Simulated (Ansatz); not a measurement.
PbS:
```cif
data_Pb2S2
_chemical_formula_sum 'Pb2 S2'
_space_group_name_H-M_alt 'P63/mmc'
_space_group_IT_number 194
_space_group_name_Hall '-P 6c 2c'
_cell_length_a 4.12359
_cell_length_b 4.12359
_cell_length_c 7.33336
_cell_angle_alpha 90.000
_cell_angle_beta 90.000
_cell_angle_gamma 120.000
loop_
_atom_site_label
_atom_site_type_symbol
_atom_site_symmetry_multiplicity
_atom_site_Wyckoff_symbol
_atom_site_fract_x
_atom_site_fract_y
_atom_site_fract_z
_atom_site_occupancy
Pb1 Pb 2 a 0.00000 0.00000 0.00000 1
S1 S 2 c 0.33333 0.66667 0.25000 1
```

Relaxed with r²SCAN. 

Task: HSE06 on this cell (Ansatz, a program for electronic structure, PAW) gives a gap of 0.33 eV. What does r²SCAN give?

Result: 0.25 eV.

Cost on shared cores: the r²SCAN run (SCF on a 8×8×4 mesh, then bands and DOS) very roughly 60 core-seconds, the HSE06 run (SCF on 6×6×3, then a few points) about 3 core-minutes (a rough figure); the tasks are unlike.

Space group P6_3/mmc (NiAs type). The start of the workflow was typed in or built on a structure type; neither database checked (COD, Materials Project) lists it. It is not the phase usual at ambient conditions (space group No. 225). The cell was relaxed with r²SCAN under the symmetry of its start; its stability against distortions is not shown here. Scalar-relativistic: spin–orbit coupling is off unless named, which matters more the heavier the elements.

Potentials: the earlier of the program's two PAW sets.

Ansatz is a plane-wave DFT program.
